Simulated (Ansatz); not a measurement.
BN:
```
CELL_PARAMETERS angstrom
      2.49858     0.00000     0.00000
     -1.24929     2.16384     0.00000
      0.00000     0.00000    19.78101
ATOMIC_POSITIONS crystal
  B  0.00000 0.00000 0.08347
  N  0.33333 0.66667 0.08357
  B  0.33333 0.66667 0.25000
  N  0.66667 0.33333 0.25009
  B  0.66667 0.33333 0.41640
  N  0.00000 0.00000 0.41647
  B  0.00000 0.00000 0.58347
  N  0.66667 0.33333 0.58357
  B  0.66667 0.33333 0.75000
  N  0.33333 0.66667 0.75009
  B  0.33333 0.66667 0.91640
  N  0.00000 0.00000 0.91647
```

Relaxed with r²SCAN+D4. Independent-particle spectrum: no excitons, no local fields, no scissors shift; 0.1 eV broadening; ε₁ of the summed bands alone.

**Question.** Tabulate the dielectric function from r²SCAN+D4 in the plane-wave PAW code Ansatz.

**Answer.** 

```tsv
E (eV)	ε₁ xx	ε₂ xx	ε₁ zz	ε₂ zz
0.0	4.34	0.00	2.66	0.00
0.4	4.35	0.00	2.66	0.00
0.8	4.37	0.00	2.67	0.00
1.2	4.42	0.00	2.68	0.00
1.6	4.49	0.00	2.70	0.00
2.0	4.58	0.00	2.72	0.00
2.4	4.70	0.00	2.75	0.00
2.8	4.86	0.00	2.79	0.00
3.2	5.07	0.00	2.84	0.00
3.6	5.37	0.00	2.90	0.00
4.0	5.78	0.00	2.98	0.00
4.4	6.40	0.00	3.09	0.00
4.8	7.50	0.00	3.26	0.00
5.2	10.75	0.48	3.70	0.07
5.6	10.20	6.91	3.76	0.81
6.0	8.58	10.35	3.37	1.19
6.4	1.84	11.64	2.91	1.05
6.8	-2.45	6.72	2.79	0.88
7.2	-1.41	4.11	2.81	0.62
7.6	-0.78	2.89	2.99	0.49
8.0	-0.25	2.14	3.21	0.42
8.4	0.19	1.64	3.48	0.38
8.8	0.58	1.29	3.85	0.36
9.2	0.93	1.05	4.38	0.37
9.6	1.24	0.87	5.38	0.42
10.0	1.54	0.74	8.10	2.41
10.4	1.83	0.66	5.66	7.68
10.8	2.12	0.57	1.84	5.69
11.2	2.45	0.55	1.03	4.62
11.6	2.76	0.59	0.83	3.73
12.0	3.19	0.72	0.88	3.23
```

**Question.** From ε at 5.4 eV (xx: 12.47 + 4.41i), find n, k, the normal reflectivity and the absorption coefficient.

**Answer.** n = 3.58, k = 0.615, R = 33 %, α = 2kE/ħc = 340000 cm⁻¹.

With all bands, ε∞ without local fields is 4.43 (xx = yy), 2.90 (zz).

Space group P6_3mc. The start of the workflow was typed in or built on a structure type. Its sites differ from those of the usual phase in this space group: another stacking or structure type. The cell was relaxed with r²SCAN+D4 under the symmetry of its start; whether a distortion lowers the energy is not shown.

Potentials: the later of the program's two PAW sets.
